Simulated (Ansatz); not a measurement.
AgCl (rock salt)

```
CELL_PARAMETERS angstrom
      0.00000     2.80575     2.80575
      2.80575     0.00000     2.80575
      2.80575     2.80575     0.00000
ATOMIC_POSITIONS crystal
  Cl 0.00000 0.00000 0.00000
  Ag 0.50000 0.50000 0.50000
```

The slice is a {100} plane (indices of the conventional cell) through the point (0.500, 0.500, 0.500) (fractional), spanned by u = [100] and v = [0 1 -1] in vectors of this cell: u (3.97 Å) and v (3.97 Å, at 90° to u). It covers one period; positions are fractions (u, v).

All values below come from PBE (plane waves to 420 eV, PAW, scalar-relativistic; Ansatz, a program for electronic structure). k mesh 10×10×10. These are valence fields of a PAW run, semicore shells included where kept as valence: close to a nucleus they are smooth pseudo fields. AgCl was relaxed with its symmetry unable to fall.

Three fields on this plane, each scaled to ten steps between its own extremes (0 low, 9 high; the total valence density on a logarithmic scale, the potential cut 8 eV below its top; x marks points blanked near nuclei; v = 0 in the bottom row):

Map A
```
|xxxxx96310001369xxxx|
|xxxxx85322222358xxxx|
|xxxxx75444444457xxxx|
|xxxx8655667665568xxx|
|x987666789x987666789|
|6655568xxxxxxx865556|
|333457xxxxxxxxx75433|
|112468xxxxxxxxx86421|
|002469xxxxxxxxx96420|
|00247xxxxxxxxxxx7420|
|002469xxxxxxxxx96420|
|112468xxxxxxxxx86421|
|333457xxxxxxxxx75433|
|6655568xxxxxxx865556|
|x987666789x987666789|
|xxxx8655667665568xxx|
|xxxxx75444444457xxxx|
|xxxxx85322222358xxxx|
|xxxxx96310001369xxxx|
|xxxxxx631000136xxxxx|
```

Map B
```
|xxxxx21000000012xxxx|
|xxxxx21000100012xxxx|
|xxxxx10123432101xxxx|
|xxxx1013578753101xxx|
|x221013799x997310122|
|1110137xxxxxxx731011|
|000137xxxxxxxxx73100|
|000259xxxxxxxxx95200|
|000379xxxxxxxxx97300|
|00148xxxxxxxxxxx8410|
|000379xxxxxxxxx97300|
|000259xxxxxxxxx95200|
|000137xxxxxxxxx73100|
|1110137xxxxxxx731011|
|x221013799x997310122|
|xxxx1013578753101xxx|
|xxxxx10123432101xxxx|
|xxxxx21000100012xxxx|
|xxxxx21000000012xxxx|
|xxxxxx100000001xxxxx|
```

Map C
```
|xxxxx04799999740xxxx|
|xxxxx05799999750xxxx|
|xxxxx36889998863xxxx|
|xxxx2577777777752xxx|
|x003566642x246665300|
|4456765xxxxxxx567654|
|777876xxxxxxxxx67877|
|899874xxxxxxxxx47899|
|999972xxxxxxxxx27999|
|99997xxxxxxxxxxx7999|
|999972xxxxxxxxx27999|
|899874xxxxxxxxx47899|
|777876xxxxxxxxx67877|
|4456765xxxxxxx567654|
|x003566642x246665300|
|xxxx2577777777752xxx|
|xxxxx36889998863xxxx|
|xxxxx05799999750xxxx|
|xxxxx04799999740xxxx|
|xxxxxx478999874xxxxx|
```

Q: Assign the maps to these fields: electron localisation function (ELF); valence electron density; electrostatic potential energy of an electron, from the cell's mean.

A: A is the valence electron density; B is the electron localisation function (ELF); C is the electrostatic potential energy of an electron, from the cell's mean.
